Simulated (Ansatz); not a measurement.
Relaxed-ion elastic tensor of ZnO (wurtzite, space group No. 186) in GPa (Voigt order), the program Ansatz at the r²SCAN level (PAW); density 5.72 g/cm³, 11.81 Å³ per atom.

```json
[
 {"": "1", "1": "209", "2": "128", "3": "113", "4": "0.0", "5": "0.0", "6": "0.0"},
 {"": "2", "1": "128", "2": "209", "3": "113", "4": "0.0", "5": "0.0", "6": "0.0"},
 {"": "3", "1": "113", "2": "113", "3": "220", "4": "0.0", "5": "0.0", "6": "0.0"},
 {"": "4", "1": "0.0", "2": "0.0", "3": "0.0", "4": "37.9", "5": "0.0", "6": "0.0"},
 {"": "5", "1": "0.0", "2": "0.0", "3": "0.0", "4": "0.0", "5": "37.9", "6": "0.0"},
 {"": "6", "1": "0.0", "2": "0.0", "3": "0.0", "4": "0.0", "5": "0.0", "6": "40.4"}
]
```

**Question.** Is the crystal mechanically stable?

**Answer.** Yes: the smallest eigenvalue of C is 37.9 GPa.

**Question.** Work out the Voigt, Reuss and Hill averages.

**Answer.** K_V = 149, K_R = 149, K_H = 149; G_V = 42.2, G_R = 41.4, G_H = 41.8 GPa.

**Question.** Give Young's modulus, Poisson's ratio, Pugh's ratio and the universal anisotropy index.

**Answer.** E = 9KG/(3K + G) = 115 GPa; ν = 0.37; K/G = 3.57 (ductile by the Pugh limit of 1.75); A_U = 5G_V/G_R + K_V/K_R − 6 = 0.09.

**Question.** Estimate the sound speeds and the Debye temperature.

**Answer.** v_l = √((K + 4G/3)/ρ) = 5990 m/s, v_t = √(G/ρ) = 2700 m/s, mean 3050 m/s; Θ = (h/k)(3n/4πV)^(1/3) v_m = 399 K.

**Question.** Solve the Christoffel equation for the three sound speeds along x, y, z.

**Answer.** Eigenvalues of C_ijkl n_j n_l equal ρv² (piezoelectric stiffening left out). In km/s, slowest first: x 2.57, 2.66, 6.04; y 2.57, 2.66, 6.04; z 2.57, 2.57, 6.20.

**Question.** How much does each axis shrink under pressure?

**Answer.** Linear compressibilities β_i = Σ_j S_ij (j = 1 to 3): x 2.2, y 2.2, z 2.3 per TPa.

Space group P6_3mc (wurtzite). Symmetry was held in the r²SCAN relaxation; of distortions, only those at the zone centre were tested.

Potentials: the earlier of the program's two PAW sets.
